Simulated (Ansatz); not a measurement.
Ansatz (a first-principles code) input:

Ansatz 0.2 input:
```yaml
crystal:
  lattice:
    - [3.1873403673, 0.0, 0.0]
    - [-1.5936701837, 2.7603177286, 0.0]
    - [0.0, 0.0, 12.4996917647]
  atoms:
    - { symbol: W, position: [0.3333333333, 0.6666666667, 0.2599014616] }
    - { symbol: W, position: [0.6666666667, 0.3333333333, 0.7400985384] }
    - { symbol: Se, position: [0.3333333333, 0.6666666667, 0.8761523696] }
    - { symbol: Se, position: [0.6666666667, 0.3333333333, 0.1238476304] }
    - { symbol: S, position: [0.6666666667, 0.3333333333, 0.3821615598] }
    - { symbol: S, position: [0.3333333333, 0.6666666667, 0.6178384402] }
kpoints:
  mp_grid: { grid: [10, 10, 3] }
hamiltonian:
  xc: lda
  pseudopotentials: { kind: paw }
scf:
  occupations: { method: fixed }
phonons:
  method: dfpt
  response_accuracy: low
  eigenvectors: true
  rigid_motions: translations
  dielectric: true
  raman: true
```

Output (shortened):

```
zone centre: on kpoints.mp_grid the ground state, and the responses unless they are solved on pairs of k-points, stand on 86 of the mesh's 300 k-points, …
Pseudopotentials: kind: paw
Pseudopotential: W, paw, valence charge 14
Pseudopotential: Se, paw, valence charge 16
Pseudopotential: S, paw, valence charge 6
Functional definition: SPW92
Crystal: 6 atoms, lattice volume = 109.973 Å³
Basis set: ecut = 420 eV, 2177 PW (Γ), exchange–correlation on 48×48×180 points (8 copies of the dense FFT grid, shifted against one another)
Bands: 44, of which v1, the nominal top of the filled ones, is band 36 counted from 1 (35 counted from 0)
Symmetry: 12 space group operations
k-points: 86 of 300 (irreducible under 2 space group operations, time reversal used)
PAW frozen core: W, regenerated for the run's functional, and the local potential with it
PAW frozen core: Se, regenerated for the run's functional, and the local potential with it
PAW frozen core: S, regenerated for the run's functional, and the local potential with it
Initial wavefunctions: pseudopotential atomic-orbital guess
Eigensolver: davidson
Functional: x = slater, c = lda
all-band conjugate gradients solve this SCF's bands
SCF 1 converged in 10 iterations: F = -32769.822175 eV  dr2 = 6.49e-11
── the response to a field inside a basis, on 12×12×4 k-points: an SCF that follows is theirs, and a resumed run solves both again ──
Crystal: 6 atoms, lattice volume = 109.973 Å³
Bands: 37, of which v1, the nominal top of the filled ones, is band 36 counted from 1 (35 counted from 0)
k-points: 156
Initial density: handed on by an earlier stage of this run
Initial wavefunctions: pseudopotential atomic-orbital guess (no wavefunctions were taken with the density)
Eigensolver: Dense (156 Hₖ)
all-band conjugate gradients don't solve this SCF's bands (scf.eigensolver.kind)
SCF 1 converged in 8 iterations: F = -32769.701366 eV  dr2 = 1.51e-11
SCF converged after 10 iterations
Free energy (F): -32769.822175 eV
Harris-Foulkes:  -32769.822175 eV  (|F-HF|=0.00e0)
Internal energy: -32769.822175 eV  (E = F + TS)
E sigma→0 (E₀):  -32769.822175 eV
Fermi energy:    12.866343 eV
--- Per-component energies (eV) ---
  E_band       = -1021.075569
  E_kinetic    = 1363.690286
  E_local      = -9271.654616  (includes V_loc(G=0)·N_el)
  E_nonlocal   = -1105.646481
  E_hartree    = 4347.215893
  E_xc         = -934.417100
  E_vxc        = -856.316280  (∫ρ·V_xc dr)
  E_paw        = -21411.484298  (= ΣΔE_a)
  E_vpaw       = 154.421135  (= ΣTr[D̂ρ^β])
  E_aug_tail   = -0.001356  (compensation charges beyond the density's cutoff)
  E_ewald      = -5762.831929
  E_core_change = 5.307425  (= ΣΔE_core)
  E_smearing   =  0.000000  (= −TS)
  E_closure    = 0.000000  (closes the sum)
  Σ components = -32769.822175   (vs F -32769.822175, Δ=0.00e0)
--- Band table (eV; the first three rows and the last of 86) ---
  k-point 0: bands = ["-61.6079", "-61.6079", "-35.4585", "-35.4585", "-35.4584", "-35.4584", "-35.4304", "-35.4304", "-35.4301", "-35.4301", "-35.4198", "-35.4194", "-25.9282", "-25.9281", "-25.7303", "-25.7303", "-25.7303", "-25.7303", "-2.9869", "-2.7038", …
  k-point 1: bands = ["-61.6079", "-61.6079", "-35.4585", "-35.4585", "-35.4584", "-35.4584", "-35.4304", "-35.4304", "-35.4301", "-35.4301", "-35.4198", "-35.4194", "-25.9281", "-25.9281", "-25.7304", "-25.7304", "-25.7303", "-25.7303", "-2.9467", "-2.7674", …
  k-point 2: bands = ["-61.6063", "-61.6063", "-35.4585", "-35.4584", "-35.4578", "-35.4578", "-35.4307", "-35.4305", "-35.4303", "-35.4301", "-35.4195", "-35.4191", "-25.9218", "-25.9218", "-25.7630", "-25.7629", "-25.7379", "-25.7379", "-2.8199", "-2.5372", …
  k-point 85: bands = ["-61.5912", "-61.5912", "-35.4572", "-35.4572", "-35.4534", "-35.4534", "-35.4327", "-35.4324", "-35.4315", "-35.4313", "-35.4165", "-35.4164", "-26.0100", "-26.0100", "-25.8634", "-25.8634", "-25.8618", "-25.8618", "-0.7299", …
  band table: 44 of 44 bands, residual norms ≤ 1.0e-3 eV
--- Phonons (Γ-DFPT): 6 representative perturbations + reference, on 86 of 300 k-points (Σ response iterations 19) ---
  k mesh reduced under 2 symmetry operations, with k and −k counted as one. Each operation leaves every solved perturbation unchanged …
  ASR residual: 1.858e-4 → 0.000e0 eV/Å²; symmetrization residual: 1.026e-4 eV/Å²
  ASR residual per site (eV/Å²): 9.60e-5 9.60e-5 1.86e-4 1.86e-4 1.07e-4 1.07e-4
  Γ frequencies (cm⁻¹): 0.00 0.00 0.00 25.87 25.87 40.53 203.96 203.96 205.34 205.34 281.56 283.89 333.71 333.71 334.21 334.21 420.04 424.13
  ε∞ (high-frequency dielectric tensor):
       14.786302     0.000000     0.000000
        0.000000    14.786302     0.000000
        0.000000     0.000000     7.380226
  ε⁰ (static dielectric tensor: ions relaxed, cell fixed):
       15.021408     0.000000     0.000000
        0.000000    15.021408     0.000000
        0.000000     0.000000     7.431452
  ε⁰ − ε∞ (ionic part):
        0.235107     0.000000     0.000000
        0.000000     0.235107     0.000000
        0.000000     0.000000     0.051225
  softest optical mode at Γ: 25.87 cm⁻¹; the repairs (sum rule, projections) moved no ω² at Γ by more than (4.07 cm⁻¹)²
  Born effective charges Z* (e; rows j = field, columns β = displacement):
    site 0:
        -1.05338    0.00000    0.00000
         0.00000   -1.05338    0.00000
         0.00000    0.00000   -0.69417
    site 1:
        -1.05338    0.00000    0.00000
         0.00000   -1.05338    0.00000
         0.00000    0.00000   -0.69417
    site 2:
         0.78468    0.00000    0.00000
         0.00000    0.78468    0.00000
         0.00000    0.00000    0.36196
    site 3:
         0.78468    0.00000    0.00000
         0.00000    0.78468    0.00000
         0.00000    0.00000    0.36196
    site 4:
         0.26870    0.00000    0.00000
         0.00000    0.26870    0.00000
         0.00000    0.00000    0.33221
    site 5:
         0.26870    0.00000    0.00000
         0.00000    0.26870    0.00000
         0.00000    0.00000    0.33221
  Z* charge neutrality: 1.307e-2 e pre-enforcement
  solved inside a basis spanned on kpoints, on 12×12×4 k-points transformed towards the longest dipole …
  Raman tensors (in the event stream and the table raman_tensors.tsv) …
  optical modes at Γ without the LO–TO term, one row a degenerate level:
      ω (cm⁻¹)  modes    IR ((D/Å)²/amu)  static Raman (Å⁴/amu)  depolarisation
         25.87      2             0.0000                 2.8948           0.750
         40.53      1             0.0000                 0.7496           0.017
        203.96      2             0.7249                 0.0000               —
        205.34      2             0.0000                43.3979           0.750
        281.56      1             0.0895                 0.0000               —
        283.89      1             0.0000              1262.7191           0.028
        333.71      2             0.7594                 0.0000               —
        334.21      2             0.0000               487.0593           0.750
        420.04      1             0.2668                 0.0000               —
        424.13      1             0.0000               527.6349           0.229
  optical modes at Γ + LO–TO along q̂ = [1.0000, 0.0000, 0.0000]:
      ω (cm⁻¹)  modes    IR ((D/Å)²/amu)  static Raman (Å⁴/amu)  depolarisation
         25.87      2             0.0000                 2.8948           0.750
         40.53      1             0.0000                 0.7496           0.017
        203.96      1             0.3625                 0.0000               —
        205.12      1             0.3573                 0.0000               —
        205.34      2             0.0000                43.3979           0.750
        281.56      1             0.0895                 0.0000               —
        283.89      1             0.0000              1262.7191           0.028
        333.71      1             0.3797                 0.0000               —
        334.21      2             0.0000               487.0593           0.750
        334.46      1             0.3849                 0.0000               —
        420.04      1             0.2668                 0.0000               —
        424.13      1             0.0000               527.6349           0.229
  optical modes at Γ + LO–TO along q̂ = [0.0000, 1.0000, 0.0000]:
      ω (cm⁻¹)  modes    IR ((D/Å)²/amu)  static Raman (Å⁴/amu)  depolarisation
         25.87      2             0.0000                 2.8948           0.750
         40.53      1             0.0000                 0.7496           0.017
        203.96      1             0.3625                 0.0000               —
        205.12      1             0.3573                 0.0000               —
        205.34      2             0.0000                43.3979           0.750
        281.56      1             0.0895                 0.0000               —
        283.89      1             0.0000              1262.7191           0.028
        333.71      1             0.3797                 0.0000               —
        334.21      2             0.0000               487.0593           0.750
        334.46      1             0.3849                 0.0000               —
        420.04      1             0.2668                 0.0000               —
        424.13      1             0.0000               527.6349           0.229
  optical modes at Γ + LO–TO along q̂ = [0.0000, 0.0000, 1.0000]:
      ω (cm⁻¹)  modes    IR ((D/Å)²/amu)  static Raman (Å⁴/amu)  depolarisation
         25.87      2             0.0000                 2.8948           0.750
         40.53      1             0.0000                 0.7496           0.017
        203.96      2             0.7249                 0.0000               —
        205.34      2             0.0000                43.3979           0.750
        281.98      1             0.0882                 0.0000               —
        283.89      1             0.0000              1262.7191           0.028
        333.71      2             0.7594                 0.0000               —
        334.21      2             0.0000               487.0593           0.750
        420.88      1             0.2681                 0.0000               —
        424.13      1             0.0000               527.6349           0.229
```

Cost: about 80 core-minutes (a rough figure) on shared cores.

Space group P-3m1. The first step of the workflow began from a Materials Project structure, measured or hypothetical; the Crystallography Open Database copy checked does not list it. Whether it is the stable phase at ambient conditions was not checked. The cell was relaxed with LDA under the symmetry of its start; its stability against distortions is not shown here. No spin polarisation was allowed. A crystal of weakly bound layers computed without a dispersion correction: the cell and the soft elastic constants depend strongly on that. Spin–orbit coupling is left out wherever it is not named.

Potentials: the later of the program's two PAW sets.

Ansatz is a plane-wave DFT program.
